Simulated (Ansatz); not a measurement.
## Structure relaxation, NbRu

The start is a randomly generated symmetric cell of NbRu (space group No. 95). The cell and all atomic positions are relaxed at zero pressure with PBEsol (plane waves to 420 eV, PAW, scalar-relativistic; Ansatz, a first-principles code). First-step values are on the input's coarse k-mesh.

Ansatz input (later rounds restart from its end on a renewed k-mesh):
Ansatz 0.2 input:
```yaml
crystal:
  lattice:
    - [5.3469571, 0, 0]
    - [0, 5.3469571, 0]
    - [0, 0, 5.2108213]
  atoms:
    - { symbol: Nb, position: [0, 0.4010663, 0] }
    - { symbol: Nb, position: [0, 0.5989337, 0.5] }
    - { symbol: Nb, position: [0.5989337, 0, 0.75] }
    - { symbol: Nb, position: [0.4010663, 0, 0.25] }
    - { symbol: Ru, position: [0.20897081, 0.20897081, 0.625] }
    - { symbol: Ru, position: [0.79102919, 0.79102919, 0.125] }
    - { symbol: Ru, position: [0.79102919, 0.20897081, 0.375] }
    - { symbol: Ru, position: [0.20897081, 0.79102919, 0.875] }
basis: { ecutwfc: 420, ecutrho_ratio: 4, xc_grid: 2, fft_grid_basis: typed }
kpoints: { mp_grid: { grid: [6, 6, 6] } }
hamiltonian:
  xc: pbesol
  dispersion: none
  pseudopotentials: { kind: paw }
scf: { occupations: { method: fermi_dirac, width: 0.05 } }
relax: { f_tol: 0.01, max_steps: 100, cell: { stress_tol: 0.02 } }
output: { forces: true, stress: true }
```

Initial pressure: +9.9 GPa (positive: the cell is compressed)
Largest initial force: 2.33 eV/Å, on Nb1, Nb2, Nb3, Nb4 (atoms numbered as listed)
Outcome: The space group stays P4₃22 (No. 95) (the run could not lower it), with 8 atoms in the primitive cell
Volume change: -4.1 %, from 18.62 to 17.87 Å³/atom
Band gap at the end: no gap (metallic)
Optimiser moves: 20

Final structure:

```cif
data_Nb4Ru4
_chemical_formula_sum 'Nb4 Ru4'
_space_group_name_H-M_alt 'P4322'
_space_group_IT_number 95
_space_group_name_Hall 'P 4cw 2c'
_cell_length_a 4.74223
_cell_length_b 4.74223
_cell_length_c 6.35566
_cell_angle_alpha 90.000
_cell_angle_beta 90.000
_cell_angle_gamma 90.000
loop_
_atom_site_label
_atom_site_type_symbol
_atom_site_symmetry_multiplicity
_atom_site_Wyckoff_symbol
_atom_site_fract_x
_atom_site_fract_y
_atom_site_fract_z
_atom_site_occupancy
Nb1 Nb 4 a 0.00000 0.67042 0.00000 1
Ru1 Ru 4 c 0.23195 0.23195 0.12500 1
```

Final values are on a 10×10×8 k-mesh of the relaxed cell. No spin polarisation in the result.

The run could not lose the symmetry of its start: the end is stationary, and may be a saddle point rather than a minimum.

The relaxed structure here is a generated cell of NbRu: the first start was made by a random draw of sites in a space group, and the end was not matched to a known phase here, so it may be hypothetical.
